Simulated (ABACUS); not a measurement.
Energy against volume for AlInSb2 (P-4m2, 4 atoms in the cell; from Materials Project mp-1228890): the cell is scaled uniformly, and the atoms keep their fractional positions.

```xyz
4
Lattice="4.5062 0.0000 0.0000 0.0000 4.5062 0.0000 0.0000 0.0000 6.3488" Properties=species:S:1:pos:R:3 pbc="T T T"
Al     0.0000     0.0000     0.0000
In     2.2531     2.2531     3.1744
Sb     0.0000     2.2531     1.4816
Sb     2.2531     0.0000     4.8672
```

All values come from this method and carry its errors: LDA (PW92), PseudoDojo 0.4 standard norm-conserving LDA (tails mended) pseudopotentials (plane waves; ABACUS).

Held fixed: KPT = Gamma 4 4 4 0 0 0; basis_type = pw; dft_functional = PWLDA; ecutwfc = 84 Ry; smearing_method = gaussian; smearing_sigma = 0.00367493 Ry; potentials = PseudoDojo 0.4 standard norm-conserving LDA (tails mended); symmetry = 1; symmetry_prec = 1e-05; ks_solver = dav_subspace; scf_nmax = 100; scf_thr = 1.0e-09 Ry; mixing_type = broyden; mixing_beta = 0.4.

Spin-orbit coupling is left out, which matters for bands and gaps with elements this heavy. The structure comes from a collection of computed structures, made at another level of theory; the collection holds predicted forms beside known ones.

```csv
V (Å³/atom),V/V(base),"ΔF (meV/atom, from the lowest row)",pressure (GPa)
30.295,0.940,1.3,0.90
30.940,0.960,0.0,-0.22
31.584,0.980,2.9,-1.22
31.907,0.990,5.8,-1.67
32.229,1.000,9.6,-2.10
32.551,1.010,14.2,-2.51
32.874,1.020,19.6,-2.87
33.518,1.040,32.4,-3.43
34.163,1.060,47.2,-3.98
```

Problem. Estimate the equilibrium volume and the bulk modulus from these points.

Solution. A third-order Birch-Murnaghan fit gives V0 = 30.81 Å³/atom and B0 = 54 GPa (largest residual 0.08 meV/atom). V0 and B0 belong to these fixed fractional positions and this cell shape; relaxing them, where they are free, usually lowers B0.

“Tails mended”: in these copies of the files the far tail of each local potential was reset to the Coulomb form.
